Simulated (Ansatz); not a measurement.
A structure of La₂O₃ relaxed with PBEsol (plane waves to 420 eV, PAW, scalar-relativistic; Ansatz, a first-principles code); single points at other levels follow on the same geometry (Ansatz, PAW; PBEsol+SOC at 600 eV on a 10×10×6 k-mesh; spin-orbit coupling only where +SOC is written). Space group P-3m1 (No. 164).

```
La2O3
1.0
    3.90631     0.00000     0.00000
   -1.95316     3.38297     0.00000
    0.00000     0.00000     6.04017
La O
2 3
Direct
  0.33333   0.66667   0.74536
  0.66667   0.33333   0.25464
  0.00000   0.00000   0.50000
  0.66667   0.33333   0.85396
  0.33333   0.66667   0.14604
```

```tsv
level	gap (eV)	kind	conduction minimum
PBEsol	3.78	indirect	K
PBEsol+SOC	(withheld)	(withheld)	(withheld)
```

Problem. Fill in the missing entries.

Solution. 
- PBEsol+SOC, gap (eV): 3.76
- PBEsol+SOC, kind: indirect
- PBEsol+SOC, conduction minimum: K

The shift from spin-orbit coupling is approximate. No spin polarisation in the result.

The run could not lose the symmetry of its start.

The first start was generated by placing the elements on the sites of a structure type. Materials Project lists a structure of La2O3 in the same space group, P-3m1 (No. 164); the sites were not compared with it, nor with measured phases.
